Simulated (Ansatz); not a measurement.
NbAs₂ (space group C2/m)

```yaml
crystal:
  lattice:
    - [4.66689, -1.68068, 0.00000]
    - [4.66689, 1.68068, 0.00000]
    - [-3.81386, 0.00000, 6.77288]
  atoms:
    - { symbol: Nb, position: [0.15681, 0.15681, 0.19561] }
    - { symbol: Nb, position: [0.84319, 0.84319, 0.80439] }
    - { symbol: As, position: [0.85882, 0.85882, 0.47174] }
    - { symbol: As, position: [0.14118, 0.14118, 0.52826] }
    - { symbol: As, position: [0.59481, 0.59481, 0.89178] }
    - { symbol: As, position: [0.40519, 0.40519, 0.10822] }
```

E(V) scan at fixed shape, V₀ the volume above. The atoms relax within the cell's symmetry.

These are PBEsol (plane waves to 420 eV, PAW, scalar-relativistic; Ansatz, a first-principles code) values and carry that method's errors. k mesh 15×15×7 (Γ-centred), Fermi-Dirac smearing 0.05 eV. The energy includes the smearing's −TS. Compression counts positive. With the shape held, the modulus is that of even scaling; a crystal free to change shape is softer. At this level the bands of NbAs2 touch or barely overlap. NbAs2 is run without spin polarisation. NbAs2 was relaxed with its symmetry unable to fall. The zero of ΔE is the relaxed starting cell. The last digit holds for this mesh only.

```
V (Å³/atom)  ΔE (meV/atom)
-----------  -------------
14.875               272.2
15.583               140.8
16.291                57.7
16.999            withheld
17.708                 0.0
18.416                11.5
19.124                42.8
19.833                89.8
20.541               148.9
```

Fit a third-order Birch-Murnaghan form (E₀, V₀, B₀, B₀′ free) to the given rows and predict ΔE at V = 16.999.

Least squares on the 8 given rows: ΔE = E₀ + (9V₀B₀/16)·y²·[2 + (B₀′ − 4)y], y = (V₀/V)^(2/3) − 1, with V₀ = 17.709 Å³/atom, B₀ = 138.9 GPa (160.2 GPa = 1 eV/Å³; the term in eV is multiplied by 1000), B₀′ = 4.59, E₀ = 0.20 meV/atom; root-mean-square residual 0.15 meV/atom. At 16.999 the fit gives 13.5 meV/atom; the calculation gives 13.3 meV/atom, so the interpolation is off by 0.2 (+1.5 %). For the pressure the fit gives 6.2 GPa against the computed 6.3 GPa.

(A scan under strain: stresses follow from slopes of the energy per volume, elastic moduli from its curvatures.)
